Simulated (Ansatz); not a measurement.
InP (zinc blende)

```
InP
1.0
    0.00000     2.97977     2.97977
    2.97977     0.00000     2.97977
    2.97977     2.97977     0.00000
P In
1 1
Direct
  0.75000   0.75000   0.75000
  0.00000   0.00000   0.00000
```

Method: PBE (plane waves to 420 eV, PAW, scalar-relativistic; Ansatz, a program for electronic structure). DFPT wavenumbers on a 10×10×10 k mesh, in cm⁻¹; i marks imaginary ones, q is in fractions of the reciprocal vectors of the cell shown, and the three acoustic modes at Γ are left out. The non-analytic (LO-TO) term is not included, so polar modes at Γ have their transverse values. InP was relaxed with its symmetry unable to fall.

Q: Does any mode at Γ, L = (0.5, 0.0, 0.0), X = (0.5, 0.5, 0.0) come out imaginary?

A: No imaginary mode at these points (lowest 54 cm⁻¹ at L = (0.5, 0.0, 0.0)); other wave vectors were not tested.

Q: List the wavenumbers at Γ, L = (0.5, 0.0, 0.0), X = (0.5, 0.5, 0.0), with degeneracies.

A: 
```
q                             wavenumbers (cm⁻¹)
-------------------  ---------------------------
Γ                                       284 (×3)
L = (0.5, 0.0, 0.0)  54 (×2), 158, 290 (×2), 312
X = (0.5, 0.5, 0.0)  66 (×2), 170, 299 (×2), 306
```
